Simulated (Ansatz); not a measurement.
## C: one input, then a changed one

The geometry is COD entry 1200017, unchecked; take it as a test cell. It differs from other determinations.

First run: DFT, PBE, all-electron PAW with datasets made for the crystal, scalar-relativistic (Ansatz 0.2.0).

Command: `ansatz run input.yaml --threads 1 --pin off --max-ram 4096MiB --backend cpu --events-out ev --progress --plain --runs-dir out` The run took 94 s on 1 thread of Arm Neoverse V2 (shared host), peak memory 0.94 GiB.

```yaml
crystal:
  lattice:
    - [2.4699988104, 0.0, 0.0]
    - [-1.2349994052, 2.1390817171, 0.0]
    - [0.0, 0.0, 6.79]
  atoms:
    - { symbol: C, position: [0.0, 0.0, 0.0] }
    - { symbol: C, position: [0.0, 0.0, 0.5] }
    - { symbol: C, position: [0.3333333333, 0.6666666667, 0.005] }
    - { symbol: C, position: [0.6666666667, 0.3333333333, 0.505] }
kpoints:
  mp_grid: { grid: [19, 19, 6] }
  band_path:
    path:
      - [0.0, 0.0, 0.0]
      - [0.5, 0.0, 0.0]
      - [0.3333333333, 0.3333333333, 0.0]
      - [0.0, 0.0, 0.0]
      - [0.0, 0.0, 0.5]
      - [0.5, 0.0, 0.5]
      - [0.3333333333, 0.3333333333, 0.5]
      - [0.0, 0.0, 0.5]
      - [0.5, 0.0, 0.5]
    npoints: 8
scf:
  occupations: { method: fermi_dirac, width: 0.08 }
hamiltonian:
  xc: pbe
  pseudopotentials: { kind: all_electron, datasets: crystal }
output:
  forces: true
  stress: true
  eigenvalues: true
  efg: { contact_densities: true }
```

Result: converged; pressure -0.48 GPa; largest force 0.571 eV/Å; gap on the k mesh 0.43 eV (the mesh can miss the band edges); 9 SCF iterations.

The input is then changed:

```diff
@@ -10,5 +10,5 @@
     - { symbol: C, position: [0.6666666667, 0.3333333333, 0.505] }
 kpoints:
-  mp_grid: { grid: [19, 19, 6] }
+  mp_grid: { grid: [15, 15, 5] }
   band_path:
     path:
@@ -25,4 +25,5 @@
 scf:
   occupations: { method: fermi_dirac, width: 0.08 }
+  mixing: { algorithm: anderson, beta: 0.3, ndim: 4 }
 hamiltonian:
   xc: pbe
```

Question: Predict the outcome of the changed run.

Answer: It converged; energy at zero smearing +0.6 meV/atom from the first run; pressure -0.48 GPa; largest force 0.570 eV/Å; no gap on the k mesh; 9 SCF iterations. Some of these settings are too coarse for converged properties.
